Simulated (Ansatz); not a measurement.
## 4 guesses for Si2Ru2N and where they end

Method: Ansatz, DFT PBE, scalar-relativistic, plane waves, PAW. All cells share a 420 eV cutoff and Γ-centred k meshes spaced at most about 0.3 Å⁻¹ (about 0.25 or finer for metals, 2π included). No spin polarisation in the final relaxations.

Each guess was relaxed in cell and atoms at zero pressure, within the symmetry of its start. All energies are static (0 K, no zero-point motion). Coordination counts Ru or Si atoms around N (for each partner element, those within 1.25 times its shortest distance or 1.15 times the sum of covalent radii, where it is the nearest in units of that sum or under 1.3; a plus sign parts groups by distance over the sum of covalent radii; the shortest distance is added where it exceeds 1.18 times the sum of covalent radii).

```json
{"guess": "1", "made from": "random cell", "start group": "P6/mmm", "V start (Å³/atom)": "16.3", "end group": "P6/mmm", "V end (Å³/atom)": "14.8", "coordination at the end": "N 6 from 2.4 Å", "gap on mesh (eV)": "0", "E over the lowest end (meV/atom)": "1443"}
{"guess": "2", "made from": "random cell", "start group": "P4/mmm", "V start (Å³/atom)": "15.6", "end group": "P4/mmm", "V end (Å³/atom)": "13.9", "coordination at the end": "N 2+8", "gap on mesh (eV)": "0", "E over the lowest end (meV/atom)": "818"}
{"guess": "3", "made from": "Nb2CS2 type", "start group": "P-3m1", "V start (Å³/atom)": "11.5", "end group": "P-3m1", "V end (Å³/atom)": "11.4", "coordination at the end": "N 6", "gap on mesh (eV)": "0", "E over the lowest end (meV/atom)": "0"}
{"guess": "4", "made from": "YFe2Si2 type", "start group": "I4/mmm", "V start (Å³/atom)": "12.9", "end group": "?", "V end (Å³/atom)": "?", "coordination at the end": "?", "gap on mesh (eV)": "?", "E over the lowest end (meV/atom)": "?"}
```

Guess 4 as it starts:

```cif
data_structure
_symmetry_space_group_name_H-M 'I4/mmm'
_symmetry_Int_Tables_number 139
_cell_length_a 3.7827
_cell_length_b 3.7827
_cell_length_c 9.0344
_cell_angle_alpha 90.000
_cell_angle_beta 90.000
_cell_angle_gamma 90.000
_cell_volume 129.27
loop_
_atom_site_label
_atom_site_type_symbol
_atom_site_symmetry_multiplicity
_atom_site_Wyckoff_symbol
_atom_site_fract_x
_atom_site_fract_y
_atom_site_fract_z
_atom_site_occupancy
Si1 Si 4 e 0.50000 0.50000 0.13735 1
Ru1 Ru 4 d 0.00000 0.50000 0.25000 1
N1 N 2 a 0.00000 0.00000 0.00000 1
```

Question: Fill in the missing row: what does this guess relax into, and where does it rank?

Answer: It ends in space group I4/mmm (No. 139), with a = 4.249 Å, c = 8.275 Å, 14.9 Å³/atom and no gap. It lies 1.13 eV/atom over the lowest end, above guess 2 and below guess 1. The shortest distance is 2.23 Å (Si–Si) in this end and 2.08 Å (Si–N) in the lowest (guess 3). This end holds Si–Si pairs (shortest 2.23 Å); in the lowest (guess 3) the shortest Si–Si distance is 2.80 Å, near bonding range too.

```yaml
crystal:
  lattice:
    - [-2.12455, 2.12455, 4.13732]
    - [2.12455, -2.12455, 4.13732]
    - [2.12455, 2.12455, -4.13732]
  atoms:
    - { symbol: Si, position: [0.63460, 0.63460, 0.00000] }
    - { symbol: Si, position: [0.36540, 0.36540, 0.00000] }
    - { symbol: Ru, position: [0.75000, 0.25000, 0.50000] }
    - { symbol: Ru, position: [0.25000, 0.75000, 0.50000] }
    - { symbol: N, position: [0.00000, 0.00000, 0.00000] }
```

Formation energies are uncorrected and refer to the elements' standard structures at the same level (N₂ as a molecule).

Question: Is the lowest end bound against the elements?

Answer: Yes: its formation energy is −0.17 eV/atom. It lies below the elements, which doesn't yet make it stable against other compounds or structures.

Cells relaxed within their symmetry can be saddle points. A lower structure may well exist outside this small set. Some candidate types were left out of the draw beforehand, so a known form may be missing.
